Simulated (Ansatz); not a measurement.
Rough cost of magnetic runs on Fe (Im-3m) in Ansatz 0.2.0, 2 threads of Intel(R) Xeon(R) Platinum 8259CL CPU @ 2.50GHz (Skylake/Cascade Lake), on a shared host.

```xyz
1
Lattice="-1.4430 1.4430 1.4430 1.4430 -1.4430 1.4430 1.4430 1.4430 -1.4430" Properties=species:S:1:pos:R:3 pbc="T T T"
Fe    0.0000    0.0000    0.0000
```

```tsv
run	functional, mesh	k points solved	bands	iterations	wall time (s)	peak memory (GiB)
PAW: exchange couplings and spin waves by the force theorem	LDA, 12×12×12	72	14	12	16	0.52
PAW: spiral at 0.833 of the way from Γ to N	LDA, 12×12×12	273	24	11	14	0.48
PAW: spiral at 0.333 of the way from Γ to N	LDA, 12×12×12	280	24	11	15	0.47
LAPW: spiral at q = 0	LDA, 12×12×12	72	24	10	28	0.47
PAW: free moments from the typed start	LDA, 12×12×12	72	14	8	1.2	0.31
PAW: spiral at 1 of the way from Γ to N	LDA, 12×12×12	280	24	12	17	0.49
PAW: spiral at 0.167 of the way from Γ to N	LDA, 12×12×12	273	24	12	15	0.47
LAPW: spiral at 0.5 of the way from Γ to N	LDA, 12×12×12	273	24	12	120	0.82
PAW: spiral at q = 0	LDA, 12×12×12	72	24	12	4.5	0.36
```
